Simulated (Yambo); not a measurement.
G0W0@PBEsol for BaTiO3 (space group Amm2, No. 38) in Yambo. Reference settings: 4×4×4 Γ-centred k mesh, bands 3 to 206 and a 7 Ry block in the screening, 206 bands in G with the Bruneval-Gonze terminator, plasmon pole fitted at 27.2 eV. The PBEsol gap (-0.5, -0.5, -0.5) → Γ on this mesh is 2.17 eV; G0W0 gaps are taken between the same points.

The settings were changed. The gap went from 3.77 eV to 3.84 eV, and the shift of the valence edge from -0.30 eV to -0.09 eV.

Task: Name the change that produced these shifts.
A) 88 bands in W, 88 bands in G
B) 138 bands in W, 138 bands in G
C) 88 bands in G
D) 138 bands in G

Result: A, 88 bands in W, 88 bands in G. The others gave (gap, valence shift): 138 bands in W, 138 bands in G: 3.78, -0.23 eV; 138 bands in G: 3.75, -0.30 eV; 88 bands in G: 3.74, -0.26 eV.

Geometry of the Materials Project entry, not relaxed at this level; primitive cell a = 3.9833 Å, b = c = 4.0573 Å, α = 89.75°, β = γ = 90.00°.

This is not the ordinary phase of the substance.

A shift is the quasiparticle energy of the state minus its PBEsol energy.
